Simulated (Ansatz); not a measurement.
# CN₂O: input, output and frames of a trajectory

Method: DFT PBE+D3(BJ), scalar-relativistic, plane waves, PAW in Ansatz. The runs took a 420 eV cutoff, a shifted (0.5, 0.5, 0.5 steps) 2×2×2 mesh and Fermi–Dirac smearing (0.026 eV). The mesh is coarse. No spin polarisation.

16 atoms, starting at 1.03 times the perfect crystal's volume (space group P-42_1m); Langevin thermostat at 300 K (friction 0.02 fs⁻¹), fixed cell; 300 steps of 2 fs. The run is short and not equilibrated.

The run converged.

The run took 6.1 min on 4 threads of Arm Neoverse V2, on a shared host, peak memory 0.59 GiB.

Command:
```bash
ansatz run input.yaml --threads 4 --pin off --max-ram 9216MiB --backend cpu --events-out ev --progress --plain --runs-dir out
```

Input:
```yaml
crystal:
  lattice:
    - [4.4597647713, -4.4597647713, 0.0]
    - [4.4597647713, 4.4597647713, 0.0]
    - [0.0, 0.0, 6.3421024851]
  atoms:
    - { symbol: C, position: [0.5039599312, -0.1840072849, 0.5235326976] }
    - { symbol: C, position: [0.1734962014, 1.0336444514, 0.7269035011] }
    - { symbol: C, position: [0.4532741763, 0.3818634797, 0.3563796518] }
    - { symbol: C, position: [0.9008217548, 0.6855918063, 0.4857490668] }
    - { symbol: "N", position: [0.4172724511, -0.0366395737, 0.1259707418] }
    - { symbol: "N", position: [0.2178847985, 0.5933758821, -0.1753887115] }
    - { symbol: "N", position: [0.8246311582, 0.3680123635, 0.3133869609] }
    - { symbol: "N", position: [0.6801268269, 1.3649650779, 0.871689322] }
    - { symbol: "N", position: [0.3008420954, 0.5396575396, -0.0393674547] }
    - { symbol: "N", position: [0.3034728961, 0.1047865886, 0.1592244723] }
    - { symbol: "N", position: [0.600544486, 1.2188844191, 0.878060561] }
    - { symbol: "N", position: [0.8757586405, 0.244456498, 0.2138771125] }
    - { symbol: O, position: [0.5429796563, -0.2169427299, 0.6898837413] }
    - { symbol: O, position: [-0.0005253324, 1.0825795978, 0.7089372143] }
    - { symbol: O, position: [0.3777207487, 0.5470246064, 0.3905309409] }
    - { symbol: O, position: [0.9712702277, 0.8079790787, 0.3765409843] }
basis:
  ecutwfc: 420
kpoints:
  mp_grid: { grid: [2, 2, 2], shift: [0.5, 0.5, 0.5] }
hamiltonian:
  xc: pbe
  dispersion: d3bj
scf:
  occupations: { method: fermi_dirac, width: 0.0259 }
  lower_state_search: "off"
  convergence: { dr2_threshold: 1.0e-07 }
output:
  forces: true
  stress: true
md:
  timestep: 2.0
  n_steps: 300
  ensemble: nvt_langevin
  temperature: 300.0
  initial_velocities: maxwell_boltzmann
  seed: 28728
  friction: 0.02
```

Output (its end):
```
...
  k-point 1: bands = ["-22.8564", "-22.6490", "-22.5688", "-22.5164", "-22.1510", "-21.7750", "-21.6624", "-21.5065", "-8.0246", "-7.9558", "-7.7893", "-7.6724", "-7.6177", "-7.2811", "-7.1754", "-6.9275", "-6.1562", "-5.8704", "-5.7693", "-5.6507", "-5.5685", "-5.5094", "-5.3976", "-5.3389", "-5.1578", "-5.0864", "-5.0036", "-4.9220", "-4.8515", "-4.7399", "-4.6608", "-4.6227", "-4.0802", "-3.7142", "-3.4996", "-3.3834", "-2.8342", "-2.5146", "-2.2943", "-2.1012", "3.5134", "3.6471", "3.7893", "3.8895", "3.9964", "4.1454", "4.2668", "4.4253", "4.5916", "4.8088", "4.8446", "4.9602", "5.0826", "5.2334", "5.3261", "5.5423"]
  k-point 2: bands = ["-22.8562", "-22.6515", "-22.5646", "-22.5179", "-22.1515", "-21.7758", "-21.6611", "-21.5069", "-8.0364", "-7.9334", "-7.8215", "-7.6801", "-7.5608", "-7.2962", "-7.1998", "-6.9238", "-6.1415", "-5.8505", "-5.8007", "-5.6789", "-5.5282", "-5.4417", "-5.4063", "-5.3327", "-5.2475", "-5.1105", "-5.0082", "-4.9021", "-4.8559", "-4.7648", "-4.6617", "-4.5714", "-4.0454", "-3.6798", "-3.5639", "-3.3923", "-2.8016", "-2.5748", "-2.2735", "-2.0832", "3.3540", "3.6269", "3.8555", "3.9239", "4.0631", "4.1917", "4.3657", "4.4590", "4.5702", "4.7327", "4.8603", "4.9250", "5.0447", "5.1770", "5.3837", "5.5124"]
  k-point 3: bands = ["-22.8561", "-22.6511", "-22.5660", "-22.5175", "-22.1509", "-21.7758", "-21.6613", "-21.5070", "-8.0037", "-7.9718", "-7.7996", "-7.6470", "-7.5982", "-7.3368", "-7.2146", "-6.8856", "-6.0879", "-5.8470", "-5.8041", "-5.6691", "-5.5953", "-5.5336", "-5.3887", "-5.3446", "-5.2158", "-5.0390", "-4.9613", "-4.9356", "-4.8362", "-4.7362", "-4.6863", "-4.5961", "-4.1119", "-3.6763", "-3.5254", "-3.3805", "-2.8012", "-2.5252", "-2.3558", "-2.0597", "3.4216", "3.6102", "3.7730", "3.8585", "4.0823", "4.2509", "4.3554", "4.4732", "4.5527", "4.7754", "4.8841", "4.9294", "5.0793", "5.1562", "5.3300", "5.5272"]
--- MD trajectory: 300 steps, t = 0.0 → 600.0 fs ---
  final state: T = 239.1 K   F+E_penalty+E_count = -6338.33940133 eV   E_kin = 0.494563 eV
```

Frames along the run (Å, eV/Å; dE is the potential energy from the first frame):

```xyz
16
Lattice="4.460 -4.460 0.000 4.460 4.460 0.000 0.000 0.000 6.342" Properties=species:S:1:pos:R:3:forces:R:3 pbc="T T T" time_fs=0.00 dE_eV=0.0000 T_K=281
C     1.427   -3.068    3.320    1.945    1.932   -3.167
C     5.384    3.836    4.610   -0.522    1.619   -0.185
C     3.725   -0.318    2.260    0.889    2.796    1.218
C     7.075   -0.960    3.081    0.052   -0.256    1.174
N     1.698   -2.024    0.799    0.359    6.659    1.420
N     3.618    1.675   -1.112   -1.172    3.468   -4.508
N     5.319   -2.036    1.988    2.063    5.367    4.439
N     9.121    3.054    5.528    8.398    2.486   -0.609
N     3.748    1.065   -0.250    0.375   -2.956    4.681
N     1.821   -0.886    1.010   -1.375   -6.801   -1.321
N     8.114    2.758    5.569   -7.793   -2.558   -0.524
N     4.996   -2.815    1.356   -2.302   -6.606   -4.684
O     1.454   -3.389    4.375    0.336   -1.384    4.141
O     4.826    4.830    4.496    0.712   -1.001    0.215
O     4.124    0.755    2.477   -2.738   -2.881   -1.115
O     7.935   -0.728    2.388    0.773    0.115   -1.173
16
Lattice="4.460 -4.460 0.000 4.460 4.460 0.000 0.000 0.000 6.342" Properties=species:S:1:pos:R:3:forces:R:3 pbc="T T T" time_fs=54.00 dE_eV=-2.0803 T_K=541
C     1.986   -2.819    3.666   -0.844   -1.893    2.179
C     5.645    4.197    4.604    2.683   -3.089    0.606
C     3.635   -0.245    2.894    0.090    0.206   -0.336
C     7.327   -1.250    3.088   -0.167    0.299   -0.780
N     1.490   -2.170    0.947    0.382    2.523    0.294
N     3.672    2.077   -1.064    1.538    2.446   -2.167
N     5.332   -2.384    1.321    4.495    4.823    0.032
N     9.157    3.223    5.454    3.574    1.914    0.264
N     3.295    1.383   -0.332   -1.552   -2.415    2.341
N     1.652   -1.067    1.070   -0.542   -2.847   -0.527
N     8.201    2.744    5.356   -3.448   -1.494   -0.223
N     4.630   -3.176    1.385   -4.234   -4.521    0.339
O     1.661   -3.542    4.516    0.827    1.814   -2.144
O     4.947    5.033    4.439   -2.599    3.030   -0.751
O     3.475    0.658    2.225    0.226   -0.080    0.358
O     7.892   -0.752    2.233   -0.431   -0.715    0.514
16
Lattice="4.460 -4.460 0.000 4.460 4.460 0.000 0.000 0.000 6.342" Properties=species:S:1:pos:R:3:forces:R:3 pbc="T T T" time_fs=110.00 dE_eV=-2.4878 T_K=313
C     2.150   -2.805    3.739    0.498    0.966   -1.446
C     5.762    4.356    4.520   -0.382    0.117   -0.130
C     3.700   -0.303    2.813    1.614   -3.954    1.739
C     6.902   -1.594    2.734   -0.449    0.363    0.539
N     1.400   -2.495    0.749    0.582    3.302    0.870
N     3.466    2.532   -0.831    0.640    2.471   -0.741
N     5.475   -2.791    0.994    2.682    1.241   -0.931
N     9.374    3.342    5.256    2.532    0.684   -0.400
N     3.177    1.526   -0.547   -0.466   -2.388    0.573
N     1.574   -1.399    0.948   -0.538   -3.450   -0.666
N     8.358    3.033    5.462   -2.527   -0.627    0.617
N     4.563   -3.237    1.355   -3.105   -1.449    1.174
O     1.777   -3.439    4.583   -0.474   -0.901    1.231
O     4.899    5.054    4.275    0.241   -0.225    0.012
O     3.359    0.620    2.324   -1.218    3.554   -2.203
O     7.786   -1.087    2.247    0.368    0.295   -0.240
16
Lattice="4.460 -4.460 0.000 4.460 4.460 0.000 0.000 0.000 6.342" Properties=species:S:1:pos:R:3:forces:R:3 pbc="T T T" time_fs=164.00 dE_eV=-2.6676 T_K=252
C     2.024   -2.684    3.563   -0.075   -0.660    1.338
C     5.523    4.197    4.691   -0.290    0.604   -0.337
C     3.911   -0.551    2.746   -1.212    1.598   -1.386
C     6.852   -1.363    2.846   -1.101   -0.401    0.135
N     1.415   -2.592    0.873    0.606    3.848    0.140
N     3.078    2.657   -0.673   -0.139    1.686    0.573
N     5.224   -2.820    0.954    1.341    0.808    0.191
N     9.428    3.379    5.240    3.789    0.219   -1.560
N     3.347    1.629   -0.913    0.394   -1.563   -0.396
N     1.604   -1.478    0.942   -0.892   -4.062   -0.513
N     8.436    3.342    5.647   -4.009   -0.046    1.629
N     4.408   -3.530    1.080   -1.302   -0.964    0.157
O     1.833   -3.339    4.482    0.300    0.660   -0.937
O     5.012    5.148    4.328    0.271   -0.507    0.081
O     3.331    0.271    2.176    1.210   -1.352    1.128
O     7.898   -1.044    2.585    1.108    0.132   -0.244
16
Lattice="4.460 -4.460 0.000 4.460 4.460 0.000 0.000 0.000 6.342" Properties=species:S:1:pos:R:3:forces:R:3 pbc="T T T" time_fs=218.00 dE_eV=-2.8428 T_K=238
C     2.139   -2.543    3.731   -0.491   -1.101    0.621
C     5.497    4.144    4.707    0.583   -1.002    0.685
C     3.832   -0.737    2.628    0.791   -0.906    0.947
C     6.947   -1.341    2.953    0.586    0.202   -0.426
N     1.301   -2.926    0.869    0.421    1.456   -0.032
N     3.157    2.602   -0.383   -0.480    1.214    1.872
N     5.152   -2.933    1.362    2.100    1.621    1.066
N     9.443    3.420    5.413    1.617   -0.014   -0.764
N     3.379    1.973   -1.240    0.499   -1.527   -1.498
N     1.521   -1.836    0.874   -0.437   -1.583    0.038
N     8.458    3.394    5.873   -1.812    0.056    0.519
N     4.412   -3.612    0.962   -2.020   -1.828   -1.186
O     1.908   -3.501    4.317    0.419    1.206   -0.508
O     5.100    5.075    4.223   -0.427    1.299   -0.628
O     3.460    0.094    1.973   -0.657    1.338   -0.758
O     7.986   -0.998    2.629   -0.690   -0.431    0.053
16
Lattice="4.460 -4.460 0.000 4.460 4.460 0.000 0.000 0.000 6.342" Properties=species:S:1:pos:R:3:forces:R:3 pbc="T T T" time_fs=272.00 dE_eV=-2.9364 T_K=241
C     2.019   -2.531    3.701    0.074    0.588   -0.065
C     5.384    4.483    4.778    0.147   -0.335   -0.059
C     3.954   -0.620    2.843   -0.985    1.241   -1.268
C     6.906   -1.357    2.735   -0.963   -0.104    0.495
N     1.545   -3.253    0.908   -0.315    0.981    0.100
N     3.187    2.288   -0.055   -0.577   -0.016    1.057
N     5.094   -3.029    1.289   -0.266   -0.387   -0.098
N     9.429    3.459    5.755   -1.313    0.188    0.057
N     3.471    2.214   -1.106    0.414   -0.171   -1.430
N     1.224   -2.197    1.008    0.565   -0.886   -0.201
N     8.337    3.610    5.876    1.152   -0.157   -0.301
N     4.335   -3.655    0.790    0.304    0.242    0.134
O     1.849   -3.430    4.364    0.027   -0.462    0.329
O     5.324    5.347    4.048   -0.100    0.182   -0.092
O     3.432    0.092    2.099    0.837   -1.125    1.334
O     7.935   -1.089    2.370    0.998    0.222    0.008
16
Lattice="4.460 -4.460 0.000 4.460 4.460 0.000 0.000 0.000 6.342" Properties=species:S:1:pos:R:3:forces:R:3 pbc="T T T" time_fs=328.00 dE_eV=-2.8982 T_K=300
C     2.116   -2.379    4.042   -0.627   -1.604    0.448
C     5.310    4.543    4.627    0.315    1.811   -2.240
C     3.939   -0.716    2.824    0.338   -0.667    0.371
C     6.845   -1.030    2.812   -1.292    0.035    0.107
N     1.477   -3.284    0.956   -0.093    1.382    0.181
N     3.273    1.858   -0.175   -0.693   -0.748    2.577
N     5.134   -3.383    1.153   -0.056    0.032   -0.015
N     9.209    3.386    5.774    0.968   -0.136    0.059
N     3.478    2.214   -1.176    0.528    0.863   -2.463
N     1.456   -2.174    1.003    0.043   -1.250    0.044
N     8.131    3.554    5.680   -0.783    0.172    0.042
N     4.183   -3.683    0.684    0.212   -0.067    0.088
O     1.888   -3.429    4.455    0.426    1.625   -0.496
O     5.415    5.346    3.792   -0.257   -1.899    2.236
O     3.416    0.035    2.165   -0.399    0.730   -0.477
O     7.917   -1.204    2.528    1.370   -0.278   -0.461
16
Lattice="4.460 -4.460 0.000 4.460 4.460 0.000 0.000 0.000 6.342" Properties=species:S:1:pos:R:3:forces:R:3 pbc="T T T" time_fs=382.00 dE_eV=-2.7871 T_K=286
C     1.864   -2.346    3.971   -0.406    2.073   -1.786
C     5.132    4.242    4.500   -1.658   -3.336    2.497
C     3.811   -0.929    2.498   -0.523    1.149   -0.198
C     7.029   -1.049    2.716    0.488   -0.398   -0.380
N     1.321   -3.146    1.122    0.415    3.039   -0.989
N     3.067    1.562   -0.359   -0.162   -0.480    1.194
N     5.126   -3.401    1.122    0.849    0.411    0.372
N     9.008    3.531    5.556    2.586    0.006   -0.047
N     3.200    2.228   -1.213    0.038    0.788   -0.882
N     1.455   -2.075    0.802   -0.488   -3.089    1.060
N     7.925    3.460    5.584   -2.053   -0.118    0.052
N     4.165   -3.793    0.776   -0.778   -0.298   -0.444
O     2.066   -3.287    4.528    0.423   -2.557    1.509
O     5.519    5.108    3.941    1.515    3.716   -2.404
O     3.380    0.118    2.320    0.544   -1.175    0.273
O     8.025   -1.484    2.369   -0.790    0.271    0.173
16
Lattice="4.460 -4.460 0.000 4.460 4.460 0.000 0.000 0.000 6.342" Properties=species:S:1:pos:R:3:forces:R:3 pbc="T T T" time_fs=436.00 dE_eV=-2.8421 T_K=358
C     1.791   -2.816    3.556    0.292   -0.220    1.407
C     5.241    4.164    4.692    0.159    2.097   -2.058
C     3.587   -0.987    2.250    0.056    0.009    0.156
C     6.861   -1.173    2.590    0.206   -0.229   -0.438
N     1.201   -3.043    1.116    0.323    2.133   -1.248
N     3.152    1.852   -0.325    0.319   -1.000    2.006
N     5.149   -3.556    1.266    1.819    0.670    0.868
N     9.109    3.463    5.676    3.961   -0.459    0.500
N     2.927    2.297   -1.289   -0.383    1.005   -1.868
N     1.318   -1.984    0.775   -0.064   -2.362    0.524
N     8.049    3.578    5.533   -3.787    0.372   -0.660
N     4.226   -3.837    0.767   -1.808   -0.346   -1.041
O     2.192   -3.402    4.450   -0.197    0.282   -0.539
O     5.337    5.071    3.971   -0.290   -2.116    1.861
O     3.413    0.129    2.351   -0.009   -0.010    0.129
O     7.890   -1.479    2.210   -0.597    0.173    0.399
16
Lattice="4.460 -4.460 0.000 4.460 4.460 0.000 0.000 0.000 6.342" Properties=species:S:1:pos:R:3:forces:R:3 pbc="T T T" time_fs=490.00 dE_eV=-2.9125 T_K=219
C     1.752   -2.955    3.676   -0.125    0.092    0.087
C     4.994    4.235    4.651   -0.609   -3.106    2.010
C     3.321   -0.933    2.228   -0.308    1.762    0.785
C     6.529   -1.269    2.256   -0.614    0.121    0.120
N     1.229   -3.225    0.585    0.065    0.151    0.151
N     3.013    1.871   -0.373   -0.048    0.044   -0.139
N     5.109   -3.315    1.032    3.316    0.571    1.012
N     9.168    3.389    5.949    1.520   -0.248    0.247
N     2.660    2.518   -1.192    0.210   -0.126    0.033
N     1.189   -2.144    0.786    0.006    0.121   -0.029
N     8.148    3.619    5.646   -1.846    0.347   -0.775
N     4.107   -3.609    0.771   -3.272   -0.998   -0.811
O     2.429   -3.556    4.358   -0.106    0.113    0.038
O     5.241    5.095    4.003    0.791    2.979   -2.220
O     3.126    0.155    2.552    0.452   -1.648   -0.520
O     7.653   -1.172    2.281    0.569   -0.175    0.011
16
Lattice="4.460 -4.460 0.000 4.460 4.460 0.000 0.000 0.000 6.342" Properties=species:S:1:pos:R:3:forces:R:3 pbc="T T T" time_fs=546.00 dE_eV=-2.8754 T_K=148
C     1.691   -2.798    3.930   -0.461   -0.084   -0.417
C     5.113    4.061    4.553   -0.064    1.270   -0.030
C     3.094   -0.919    2.581    0.344   -1.040   -0.085
C     6.367   -1.292    2.313    1.830    0.270    0.010
N     1.274   -3.234    0.435    0.176    0.351    0.381
N     3.317    1.674   -0.526   -0.776    0.559   -0.353
N     5.140   -3.426    1.081    0.396   -0.175   -0.007
N     8.964    3.390    5.931    0.226   -0.138   -0.005
N     2.760    2.461   -1.065    0.252   -0.247    0.197
N     1.146   -2.232    0.877    0.149   -0.146    0.008
N     8.008    3.551    5.413   -0.209   -0.118   -0.130
N     4.053   -3.507    0.959   -0.329   -0.080   -0.015
O     2.542   -3.524    4.092    0.223   -0.341    0.297
O     5.243    5.099    4.090   -0.025   -0.904    0.285
O     3.007    0.193    2.442    0.138    1.201   -0.165
O     7.514   -1.206    2.271   -1.870   -0.377    0.032
16
Lattice="4.460 -4.460 0.000 4.460 4.460 0.000 0.000 0.000 6.342" Properties=species:S:1:pos:R:3:forces:R:3 pbc="T T T" time_fs=600.00 dE_eV=-3.0010 T_K=239
C     1.488   -3.065    3.820    2.106   -0.821    0.835
C     5.256    4.304    4.766   -0.047    0.944   -1.035
C     3.122   -0.728    2.334    0.142    1.144    0.036
C     6.359   -1.248    2.511   -0.766   -0.046    0.126
N     1.425   -3.331    0.543   -0.547    1.129    0.171
N     3.171    1.702   -0.702   -0.092    0.089    0.039
N     5.125   -3.534    1.184    4.234   -0.700    1.154
N     8.888    3.122    5.716   -1.256    0.720   -0.894
N     2.830    2.692   -1.041    0.053    0.050    0.043
N     1.170   -2.254    0.613    0.289   -1.121    0.145
N     7.953    3.401    5.183    1.449   -0.354    0.764
N     4.099   -3.387    0.912   -4.100    0.419   -0.912
O     2.491   -3.469    4.237   -2.318    0.940   -0.966
O     5.290    5.208    4.063   -0.079   -1.099    0.831
O     3.173    0.412    2.414    0.181   -1.224   -0.110
O     7.430   -1.169    2.167    0.750   -0.071   -0.228
```